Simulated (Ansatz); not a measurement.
SnSe₂:
Space group P-3m1 (No. 164); a = 3.829 Å, b = 3.829 Å, c = 6.285 Å, α = 90.00°, β = 90.00°, γ = 120.00°

```tsv
atom	site	symmetry	x	y	z
Sn	1a	-3m.	0.0000	0.0000	0.0000
Se	2d	3m.	0.3333	0.6667	0.2504
```

Relaxed at zero pressure with plane-wave PAW r²SCAN+D4 (Ansatz code).

Task: The volume is lowered by 6 % and shape and atoms relax at that volume. What pressure results, and how do the axes share the change?

Result: 1.9 GPa; a -0.8 %, b -0.8 %, c -4.5 %; the energy rises by 9 meV/atom.

Task: Give the new structure.

Result: 
Space group P-3m1 (No. 164); a = b = 3.7998 Å, c = 5.9992 Å, α = β = 90.00°, γ = 120.00°

```
atom  site  symmetry       x       y       z
----  ----  --------  ------  ------  ------
Sn      1a      -3m.  0.0000  0.0000  0.0000
Se      2d       3m.  0.3333  0.6667  0.2621
```

The phase is kept; no other phase was compared at this pressure.

The r²SCAN+D4 relaxation kept the symmetry of its start. Scalar-relativistic: spin–orbit coupling is off unless named, which matters more the heavier the elements.

Potentials: the later of the program's two PAW sets.
